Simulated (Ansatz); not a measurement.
**All-electron card of PtPb**

```
Pt Pb
1.0
     4.25000    0.00000    0.00000
    -2.12500    3.68061    0.00000
     0.00000    0.00000    5.45600
Pt Pb
2 2
Direct
  0.33333 0.66667 0.25000
  0.66667 0.33333 0.75000
  0.00000 0.00000 0.00000
  0.00000 0.00000 0.50000
```

Atoms are numbered in the order listed.

Conventional cell: a = 4.250 Å, b = 4.250 Å, c = 5.456 Å, α = 90.00°, β = 90.00°, γ = 120.00°. Around Pt (atom 1) lie 6 Pb at 2.81 Å. Pb (atom 3) has 2 Pb at 2.73 Å and 6 Pt at 2.81 Å as nearest neighbours.

The geometry is COD entry 1522617, unchecked; take it as a test cell. It is an old determination, and later ones may differ.

No spin–orbit coupling, which matters for the heavy atoms here.

Methods: DFT, LDA, all-electron LAPW, scalar-relativistic (Ansatz 0.2.0); DFT, LDA, PAW with Ansatz's default frozen-core files, scalar-relativistic (Ansatz 0.2.0).

For LAPW: a Γ-centred 10×10×7 k mesh, Fermi–Dirac smearing of 0.05 eV, basis error target 0.5 meV/atom, no spin polarisation. PAW takes a cutoff of 420 eV at this cell (files made with PBE, cores remade for this functional). The Ansatz runs share mesh, smearing and spin set-up. Values come from LAPW unless marked.

```yaml
Löwdin_charges_with_0.19_e_of_the_cell_spilling_out_of_the_atomic_basis_so_their_sizes_and_signs_hang_on_that_basis: Pt1 0.14, Pb3 -0.04 e
Volume_per_atom: 144.0 bohr³
```

(1) Density of states at the Fermi level (0.2 eV bin): what does the calculation give?

(2) Predict this quantity. Band gap.

(3) Give the computed value. Bader charges (from the PAW run).

(4) Give the computed value. Stress xx, yy, zz (compression positive).

(5) Give the computed value. Pressure at this cell.

Answers

(1) 2.30 states/eV per cell.

(2) none: bands cross the Fermi level, a metal.

(3) Pt1 -0.59, Pb3 +0.59 e.

(4) -2.26, -2.26, 24.13 GPa.

(5) 6.54 GPa.
